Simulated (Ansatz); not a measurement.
Rb2H6Pt:
```xyz
9
Lattice="0.0000 4.2536 4.2536 4.2536 0.0000 4.2536 4.2536 4.2536 0.0000" Properties=species:S:1:pos:R:3 pbc="T T T"
Rb     6.3804     6.3804     6.3804
Rb     2.1268     2.1268     2.1268
H      4.2536     4.2536     6.8663
H      4.2536     4.2536     1.6408
H      6.8663     4.2536     4.2536
H      1.6408     4.2536     4.2536
H      4.2536     6.8663     4.2536
H      4.2536     1.6408     4.2536
Pt     0.0000     0.0000     0.0000
```

Relaxed with r²SCAN. Independent-particle spectrum: no excitons, no local fields, no scissors shift; 0.1 eV broadening; ε₁ of the summed bands alone.

**Question.** Tabulate the dielectric function from the program Ansatz at the r²SCAN level (PAW).

**Answer.** 

```csv
E (eV),ε₁ xx,ε₂ xx
0.0,3.00,0.00
0.3,3.00,0.00
0.6,3.01,0.00
0.9,3.02,0.00
1.2,3.05,0.00
1.5,3.08,0.00
1.8,3.12,0.00
2.1,3.17,0.00
2.4,3.24,0.00
2.7,3.32,0.00
3.0,3.42,0.00
3.3,3.55,0.00
3.6,3.73,0.00
3.9,3.98,0.00
4.2,4.40,0.00
4.5,5.24,0.50
4.8,5.53,1.19
5.1,6.02,3.64
5.4,3.67,3.39
5.7,3.58,2.71
6.0,4.58,4.21
6.3,2.57,4.82
6.6,-0.02,3.96
6.9,0.66,1.86
7.2,1.79,1.99
7.5,1.23,3.20
7.8,0.62,1.46
8.1,0.88,1.33
8.4,1.54,1.44
8.7,1.24,1.33
9.0,1.70,1.29
9.3,1.90,1.47
9.6,1.89,1.59
9.9,1.62,2.52
10.2,0.73,1.57
10.5,1.18,1.31
10.8,1.17,1.19
11.1,1.75,1.40
11.4,1.42,1.81
11.7,1.01,1.90
12.0,0.99,1.52
```

**Question.** From ε at 5.4 eV (xx: 3.67 + 3.39i), find n, k, the normal reflectivity and the absorption coefficient.

**Answer.** n = 2.08, k = 0.814, R = 18 %, α = 2kE/ħc = 450000 cm⁻¹.

With all bands, ε∞ without local fields is 3.07.

Space group Fm-3m. The workflow started from a Materials Project entry (that database holds measured and hypothetical structures alike); the Crystallography Open Database copy checked does not list it. Whether it is the stable phase at ambient conditions was not checked. Symmetry was held in the r²SCAN relaxation; its stability against distortions is not shown here. No spin polarisation was allowed. Spin–orbit coupling is left out wherever it is not named.

Potentials: the later of the program's two PAW sets.
